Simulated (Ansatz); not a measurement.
This RbY₂S₂ structure is the end of a relaxation. The cell was found from a structure generator's guess, not taken from experiment.

Method: DFT PBE, scalar-relativistic, plane waves, PAW in Ansatz 0.2.0. Cutoff 420 eV, Γ-centred mesh, Gaussian smearing, no spin polarisation.

```yaml
crystal:
  lattice:
    - [6.53367, 0.00000, 0.00000]
    - [0.00000, 6.53367, 0.00000]
    - [0.00000, 0.00000, 5.13390]
  atoms:
    - { symbol: Rb, position: [0.50000, 0.50000, 0.00000] }
    - { symbol: Y, position: [0.50000, 0.00000, 0.50000] }
    - { symbol: Y, position: [0.00000, 0.50000, 0.50000] }
    - { symbol: S, position: [0.50000, 0.00000, 0.00000] }
    - { symbol: S, position: [0.00000, 0.50000, 0.00000] }
```

Energies over the elements count from the elements' standard structures at the same level, with no fitted energy shifts.

(1) Find its symmetry and describe it.

(2) How far does it lie from the elements in energy?

(3) Is it a metal?

Results:

(1) P4/mmm (No. 123). Conventional cell: a = 6.534 Å, c = 5.134 Å. Rb has 4 S at 3.27 Å and 8 Y at 4.15 Å; Y has 2 S at 2.57 Å and 4 Rb at 4.15 Å; S has 2 Y at 2.57 Å and 2 Rb at 3.27 Å.

(2) −0.67 eV/atom. A negative formation energy is needed for stability but isn't enough: competing phases decide.

(3) Yes, bands cross the Fermi level on the 6×6×8 mesh.

The last run used a 6×6×8 mesh (in the run's order of axes) for its 5-atom cell and Gaussian smearing of 0.10 eV. An odd number of electrons in the primitive cell allows no gap without spin; a larger cell or a magnetic state could open one. The cell is a metal run without spin; a magnetic state may lie lower. The reference form of S is held partly by dispersion forces, which this level lacks. A structure relaxed within its symmetry needn't be a true minimum.
